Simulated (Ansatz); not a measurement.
A geometry of Zr away from equilibrium: the start of the relaxation of a relaxed Zr cell, doubled along one cell vector, shaken by Gaussian noise of σ = 0.08 Å a coordinate. Level of theory: r2SCAN (plane waves to 500 eV, PAW, scalar-relativistic; Ansatz, a program for electronic structure). Γ-centred k-mesh 12×6×3 on the run's cell (coarser than for final values), Fermi–Dirac smearing 0.05 eV.

```xyz
8
Lattice="3.2423 0.0000 0.0000 -3.2423 5.6158 0.0000 0.0000 0.0000 10.3655" Properties=species:S:1:pos:R:3 pbc="T T T"
Zr     0.0840    -0.1638     0.0100
Zr    -1.6612     2.8463    -0.0592
Zr    -0.0459    -0.0183     5.3246
Zr    -1.5262     2.8070     5.1848
Zr    -0.0327     1.9287     2.4801
Zr    -1.7097     4.7946     2.4436
Zr     1.5915     0.9261     7.7821
Zr     0.0174     3.6812     7.7473
```

**Question.** Which atoms carry the largest force, and which way does it point?

**Answer.** 1.25 eV/Å, on Zr6 (atoms numbered as listed); on Zr6 its components are (0.24, -0.34, 1.18).

**Question.** What is the pressure?

**Answer.** +0.6 GPa, compression positive.

**Question.** How much energy per atom can still be gained by relaxing?

**Answer.** 0.04 eV/atom; the path ends in P6₃/mmc (No. 194) (AFLOW prototype A_hP4_194_ac (A3', as in La)).

No spin polarisation in the result.

The end of the path is a generated cell of Zr: the first start was made by placing the elements on the sites of a structure type, and the end was not matched to a known phase here, so it may be hypothetical. A known form of Zr has the same space group but another cell.
